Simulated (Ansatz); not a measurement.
In (body-centred tetragonal, I4/mmm) at seven volumes, DFT-LDA in the program Ansatz with PAW potentials, shape and atoms relaxed at each. One row is withheld.

```json
[
 {"V (Å³/atom)": "22.343", "P (GPa)": "6.02"},
 {"V (Å³/atom)": "23.080", "P (GPa)": "3.63"},
 {"V (Å³/atom)": "23.816", "P (GPa)": "1.65"},
 {"V (Å³/atom)": "24.553", "P (GPa)": "0.00"},
 {"V (Å³/atom)": "25.290", "P (GPa)": "-1.36"},
 {"V (Å³/atom)": "26.026", "P (GPa)": "-2.48"},
 {"V (Å³/atom)": "26.763", "P (GPa)": "?"}
]
```

Task: Fit the shown pressures and predict the withheld one.

Result: P = (3/2)B₀(x^(7/2) − x^(5/2))[1 + (3/4)(B′ − 4)(x − 1)] with x = (V₀/V)^(2/3). Least squares on the six rows gives V₀ = 24.555 Å³/atom, B₀ = 49.7 GPa, B′ = 5.27. At V = 26.763, x = 0.9442 and P = -3.41 GPa. The run itself gave -3.41 GPa.

The LDA relaxation kept the symmetry of its start.

Potentials: the later of the program's two PAW sets.
